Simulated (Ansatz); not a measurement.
# Property card for La$_{5}$O

Theory: Ansatz 0.2.0, DFT PBE, scalar-relativistic, plane waves, PAW.

Settings: cutoff 420 eV, Γ-centred mesh 8×8×8 on the computed 6-atom cell, Gaussian smearing of 0.10 eV; no spin polarisation.

The structure is relaxed at this level of theory with its symmetry kept, and needn't be the ground state of this composition.

```cif
data_structure
_symmetry_space_group_name_H-M 'F-43m'
_symmetry_Int_Tables_number 216
_cell_length_a 9.2369
_cell_length_b 9.2369
_cell_length_c 9.2369
_cell_angle_alpha 90.000
_cell_angle_beta 90.000
_cell_angle_gamma 90.000
_cell_volume 788.09
loop_
_atom_site_label
_atom_site_type_symbol
_atom_site_symmetry_multiplicity
_atom_site_Wyckoff_symbol
_atom_site_fract_x
_atom_site_fract_y
_atom_site_fract_z
_atom_site_occupancy
La1 La 16 e 0.62236 0.12236 0.12236 1
La2 La 4 c 0.25000 0.25000 0.25000 1
O1 O 4 a 0.00000 0.00000 0.00000 1
```

```json
{
  "Space group": "F-43m (No. 216)",
  "Volume per atom": "32.84 Å³",
  "Formation energy from the elements' standard states (uncorrected)": "+0.499 eV/atom",
  "Kohn–Sham band gap": "none (metal)",
  "Density of states at the Fermi level": "11.0 states/eV per cell",
  "Orbital (Löwdin) character within 0.5 eV of the Fermi level": "La 5d 72 %, La 4f 10 %, O 2p 8 %",
  "Bader charge by site (e)": "La (4 in the cell) 0.17, La (1 in the cell) 0.47, O (1 in the cell) -1.17"
}
```

Spin-orbit coupling is left out, which matters for the bands of heavy elements. Spin polarisation was left out, and a magnetic state may lie lower.

Another cell of La5O relaxed alike, in P-62m, lies 0.90 eV/atom lower, so this cell isn't the stable form at this level.

The cell was found from a structure generator's guess, not taken from experiment. Löwdin shares on free-atom orbitals overweight diffuse shells.
